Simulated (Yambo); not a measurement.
AgI (zinc blende, space group F-43m, No. 216), G0W0@LDA in Yambo with this input:

```
rim_cut
gw0
dyson
el_el_corr
HF_and_locXC
ppa
em1d
RandQpts= 1000000
RandGvec= 1 Ry
EXXRLvcs= 86 Ry
VXCRLvcs= 344 Ry
Chimod= "HARTREE"
% BndsRnXp
 5 | 129 |
%
NGsBlkXp= 8 Ry
% LongDrXp
 1.0 | 1.0 | 1.0 |
%
PPAPntXp= 27.2114 eV
% GbndRnge
 1 | 129 |
%
GTermKind= "BG"
DysSolver= "n"
ExtendOut
```

On a 4×4×4 mesh, with wavefunctions cut at 86 Ry, the gap (Γ → Γ) is 2.365 eV and the valence edge shifts by -0.812 eV.

Question: What happens with this change: 3 Ry block?

Answer: The gap falls by 0.091 eV, to 2.274 eV; the shift of the valence edge becomes -0.638 eV. Neither run is shown to be the converged limit.

Spin-orbit coupling is not included.

Geometry relaxed with LDA; primitive cell a = b = c = 4.486 Å, α = β = γ = 60.00°.

A shift is the quasiparticle energy of the state minus its LDA energy.
